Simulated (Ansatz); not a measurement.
Values for one crystal, relaxed and computed with PBEsol (plane waves, PAW; program Ansatz); other levels are named.

```yaml
volume_per_atom: 11.31 Å³
electronic_character: metallic (no gap)
Poisson's ratio: 0.34
mechanical_stability: stable (all eigenvalues of C positive)
debye_temperature_from_the_elastic_constants: 379 K
Bulk modulus (Birch–Murnaghan fit): 168 GPa
Young's modulus: 162 GPa
```

Q: Pick the material that matches.
A) Cu, fcc (Cu type)
B) Ta, fcc (Cu type)
C) Ni, fcc (Cu type)
D) Ag, fcc (Cu type)

A: A, Cu, fcc (Cu type)

Space group Fm-3m (fcc (Cu type)). The PBEsol relaxation kept the symmetry of its start. No spin polarisation was allowed. As this level gives no gap, shear constants depend on the k-mesh and smearing (Fermi–Dirac, 0.1 eV here).

Potentials: the earlier of the program's two PAW sets. The files were generated under PBE; for other functionals the program regenerates the frozen cores, and for LDA and PBEsol the local potential too.
